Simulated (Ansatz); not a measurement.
The start is a generated cell, Re built in the beta-W structure type. The cell and all atomic positions are relaxed at zero pressure with r2SCAN (plane waves to 500 eV, PAW, scalar-relativistic; Ansatz, a program for electronic structure). The first steps use a coarse 7×7×7 k-mesh.

The start:
```
Re
1.0
    4.93208     0.00000     0.00000
    0.00000     4.93208     0.00000
    0.00000     0.00000     4.93208
Re
8
Direct
  0.25000   0.00000   0.50000
  0.75000   0.00000   0.50000
  0.00000   0.50000   0.25000
  0.00000   0.50000   0.75000
  0.50000   0.25000   0.00000
  0.50000   0.75000   0.00000
  0.00000   0.00000   0.00000
  0.50000   0.50000   0.50000
```

| Item | Result |
|---|---|
| Outcome | The space group stays Pm-3n (No. 223) (the run could not lower it), with 8 atoms in the primitive cell |
| Energy released | under 0.01 eV/atom |
| Volume change | -0.5 %, from 15.00 to 14.92 Å³/atom |
| Shortest distances (start → end) | The closest pairs of elements (up to four, under 3.6 Å), start → end: Re–Re 2.47 → 2.46 Å |
| Band gap at the end | no gap (metallic) |
| Optimiser moves | 5 |

Final values are on a 10×10×10 k-mesh of the relaxed cell. No spin polarisation in the result.

The run could not lose the symmetry of its start, so the end can be a saddle point.

All atoms sit on sites fixed by symmetry, so only the cell could relax.

The relaxed structure here is a generated cell of Re: the first start was made by placing the elements on the sites of a structure type, and the end was not matched to a known phase here, so it may be hypothetical. Known forms of Re include space group No. 194.
